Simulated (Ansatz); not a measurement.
## A table of calculated ¹⁴N parameters

Computed with Ansatz: DFT, r2SCAN, plane waves and PAW, scalar-relativistic, 500 eV cutoff. Q = 20.44 mb (Pyykkö 2018), I = 1. The cells come from the COD and the Materials Project (computed, not necessarily observed phases), with the atoms as given or relaxed (PBE, cell held). Calculated pressures reach 3 GPa in size and forces 0.4 eV/Å in them. Spin–orbit coupling is left out, which moves gradients at and beside heavy atoms (Ba) by some per cent and at some sites by far more. At most two sites a crystal are listed; metals, magnetic cells and gradients under 0.03 × 10²¹ V/m² (0.12 where the gap is under 1 eV) that symmetry doesn't force to zero are left out, and those under about 0.1 are uncertain even in sign.

```json
{"crystal": "Ba5Ge2N6", "space group": "C2/c", "first shell of N": "1 Ge at 1.87 Å; also 5 Ba at 2.63–3.07 Å", "C_Q (MHz)": "1.76", "η": "0.50"}
{"crystal": "Sr4GeN4", "space group": "P-1", "first shell of N": "1 Ge at 1.93 Å; also 5 Sr at 2.56–2.85 Å", "C_Q (MHz)": "1.78", "η": "0.06"}
{"crystal": "Sr4GeN4", "space group": "P-1", "first shell of N": "1 Ge at 1.95 Å; also 5 Sr at 2.47–2.83 Å", "C_Q (MHz)": "1.89", "η": "0.37"}
{"crystal": "Sr5Ti2N6", "space group": "C2/c", "first shell of N": "1 Ti at 1.93 Å; also 5 Sr at 2.61–2.89 Å", "C_Q (MHz)": "-1.25", "η": "0.41"}
{"crystal": "Ba2MgC6N6O6", "space group": "R-3", "first shell of N": "2 C at 1.35–1.36 Å, angle 117°; also 1 Ba at 2.81 Å", "C_Q (MHz)": "?", "η": "?"}
{"crystal": "Ba5Ge2N6", "space group": "C2/c", "first shell of N": "2 Ge at 1.95–2.01 Å, angle 87°; also 4 Ba at 2.83–3.28 Å", "C_Q (MHz)": "-2.06", "η": "0.70"}
{"crystal": "Sr5Ti2N6", "space group": "C2/c", "first shell of N": "2 Ti at 1.96 Å, angle 88°; also 4 Sr at 2.68–3.28 Å", "C_Q (MHz)": "-0.760", "η": "0.76"}
{"crystal": "Ba3Al3N5", "space group": "P-1", "first shell of N": "3 Al at 1.95–2.04 Å; also 3 Ba at 2.86–3.03 Å", "C_Q (MHz)": "0.915", "η": "0.94"}
{"crystal": "Ba3Al3N5", "space group": "P-1", "first shell of N": "3 Al at 1.95–2.02 Å; also 3 Ba at 2.79–3.32 Å", "C_Q (MHz)": "-1.25", "η": "0.65"}
{"crystal": "KMgH3N2", "space group": "Pnma", "first shell of N": "2 H at 1.03 Å, 1 Mg at 2.08 Å; also 2 K at 2.92 Å", "C_Q (MHz)": "-3.69", "η": "0.78"}
{"crystal": "KMgH3N2", "space group": "Pnma", "first shell of N": "1 H at 1.03 Å, 3 Mg at 2.10–2.11 Å; also 3 K at 3.04–3.08 Å", "C_Q (MHz)": "3.05", "η": "0.02"}
{"crystal": "Y3Te3N", "space group": "P2_1/c", "first shell of N": "4 Y at 2.21–2.28 Å", "C_Q (MHz)": "?", "η": "?"}
{"crystal": "Ca7TiN6", "space group": "Ibam", "first shell of N": "1 Ti at 1.95 Å, 4 Ca at 2.39–2.50 Å", "C_Q (MHz)": "1.53", "η": "0.83"}
{"crystal": "Ca7TiN6", "space group": "Ibam", "first shell of N": "6 Ca at 2.43–2.61 Å", "C_Q (MHz)": "-0.596", "η": "0.61"}
```

(1) Estimate the withheld values.

## Answers

(1) Ba2MgC6N6O6 (2 C at 1.35–1.36 Å, angle 117°; also 1 Ba at 2.81 Å): C_Q = -2.87 MHz, η = 0.81; Y3Te3N (4 Y at 2.21–2.28 Å): C_Q = 0.400 MHz, η = 0.28.

By the number of first neighbours, |C_Q| spans 1.3 to 1.9 MHz with 1, 0.76 to 2.9 MHz with 2, 0.91 to 3.7 MHz with 3, 0.40 to 3.0 MHz with 4.

Where η is near 1 the sign of C_Q means little.

The crystals are a selection from a larger pool of database entries, not a random sample of it.
